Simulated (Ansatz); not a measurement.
Suppose InSbO₂ takes space group P6/mmm (No. 191), with In on 1a; Sb on 1b; O on 2e.

Theory: DFT PBE, scalar-relativistic, plane waves, PAW in Ansatz 0.2.0. Cutoff 420 eV, Γ-centred mesh, Gaussian smearing, no spin polarisation.

Energies over the elements count from the elements' standard structures at the same level (O₂ as a molecule), with no fitted energy shifts.

**Question.** Predict the relaxed structure.

**Answer.**

Space group P6/mmm (No. 191). a = 3.443 Å, b = 3.443 Å, c = 8.047 Å, α = 90.00°, β = 90.00°, γ = 120.00°
```csv
atom,site,symmetry,x,y,z
In,1a,6/mmm,0.0000,0.0000,0.0000
Sb,1b,6/mmm,0.0000,0.0000,0.5000
O,2e,6mm,0.0000,0.0000,0.2520
```

In has 2 O at 2.03 Å; Sb has 2 O at 2.00 Å; O is surrounded by 1 Sb at 2.00 Å and 1 In at 2.03 Å. Another local minimum with the same sites may exist.

**Question.** Where does its energy lie, and is it a metal?

**Answer.** The energy over the elements is −0.46 eV/atom and the gap on the 18×18×6 mesh of the 4-atom cell is 0 eV (a metal). A negative formation energy is needed for stability but isn't enough: competing phases decide.

The last run used Gaussian smearing of 0.10 eV. These runs have no spin–orbit coupling, which can matter for Sb. Symmetry constrained the relaxation, so the result can be a saddle point.
